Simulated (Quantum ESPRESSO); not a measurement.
Simulation results for Ga$_{3}$SiGeAs$_{2}$S (made-up cell)

Computed with Quantum ESPRESSO 7.5. Calculation on a made-up crystal cell, not a measurement: periodic Kohn-Sham density functional theory in plane waves with PseudoDojo standard norm-conserving scalar-relativistic pseudopotentials, each functional with its own files (v0.5 for PBE, v0.4.1 for LDA and PBEsol), no spin polarisation, no spin-orbit coupling, atoms not relaxed, stress positive in tension, energies less a fixed whole-eV offset for each atom's element; levels are Kohn-Sham levels at fractions of this cell's reciprocal vectors, counted from the reference band (half the neutral cell's valence electrons, rounded up) at Gamma; error bars cover cutoff and k-mesh only, not smearing or the files; added strain carries the atoms with the cell, and shear is the tensor component; each bar is the largest change over components, and at least 0.002 eV, 0.002 eV per angstrom or 0.02 GPa; energies are for the whole cell, and the offsets were chosen from early runs and are not element reference energies.

```cif
# cell vector a (Å): 5.7078 0.0000 0.0000
# cell vector b (Å): 0.0000 5.7078 0.0000
# cell vector c (Å): 0.0000 0.0000 5.7078
data_Ga3SiGeAs2S
_symmetry_space_group_name_H-M 'P 1'
_symmetry_Int_Tables_number 1
_cell_length_a 5.7078
_cell_length_b 5.7078
_cell_length_c 5.7078
_cell_angle_alpha 90.000
_cell_angle_beta 90.000
_cell_angle_gamma 90.000
_cell_volume 185.95
loop_
_atom_site_label
_atom_site_type_symbol
_atom_site_fract_x
_atom_site_fract_y
_atom_site_fract_z
_atom_site_occupancy
Ga1 Ga 0.00142 0.99711 0.99513 1
Ga2 Ga 0.98886 0.49926 0.49664 1
Ge1 Ge 0.51671 0.00454 0.51319 1
Ga3 Ga 0.49082 0.49725 0.98944 1
S1 S 0.23103 0.26261 0.25441 1
As1 As 0.25099 0.78212 0.75288 1
As2 As 0.75851 0.25236 0.75738 1
Si1 Si 0.75514 0.75623 0.25067 1
_calc_lattice_type 'zincblende/diamond'
_calc_functional 'pbe'
_calc_cutoff 1143  # eV
_calc_fermi_dirac_smearing 0.1  # eV
_calc_scf_tolerance 1e-07  # eV
_calc_electrons_removed 0
_calc_k_mesh '6 x 6 x 6, shifted by half a step'
_calc_free_energy_less_offsets -0.242  # eV
_calc_smearing_term_minus_ts -0.06511  # eV
_calc_scf_iterations 10
_calc_pressure 1.648  # GPa
_calc_stress_xx -1.584  # GPa
_calc_stress_yy -1.095  # GPa
_calc_stress_zz -2.266  # GPa
_calc_stress_yz 0.8971  # GPa
_calc_stress_xz 0.3324  # GPa
_calc_stress_xy 1.334  # GPa
_calc_fermi_level 0.797  # eV
_calc_reference_band 47
_calc_error_bar_energy 0.005505  # eV
_calc_error_bar_stress 0.02  # GPa
_calc_error_bar_force 0.006767  # eV/angstrom
_calc_error_bar_next_band_up 0.002  # eV
_calc_error_bar_fermi_level 0.01764  # eV
_calc_error_bars_from 'tighter rerun of a related cell'
```

Atoms:
```csv
atoms element,atom site,atom energy offset (eV)
Ga,1,-2080
Ga,2,-2080
Ge,3,-2430
Ga,4,-2080
S,5,-302
As,6,-2887
As,7,-2887
Si,8,-115
```

Forces:
```csv
site,x (eV/Å),y (eV/Å),z (eV/Å)
1,-0.749,0.2497,1.328
2,0.00799,1.104,-0.2115
3,0.1721,-0.1834,-1.126
4,0.299,1.032,0.955
5,0.4386,-0.1702,-0.3816
6,0.2542,-1.762,-0.5117
7,-0.01294,0.2489,0.2336
8,-0.4099,-0.519,-0.2862
```

Levels:
```csv
level k point,next band up (eV)
Gamma,0.792
"(1/2,1/2,1/2)",0.5103
"(0.15,0,0)",1.173
"(0,0.15,0)",1.069
"(0,0,0.15)",0.9994
```
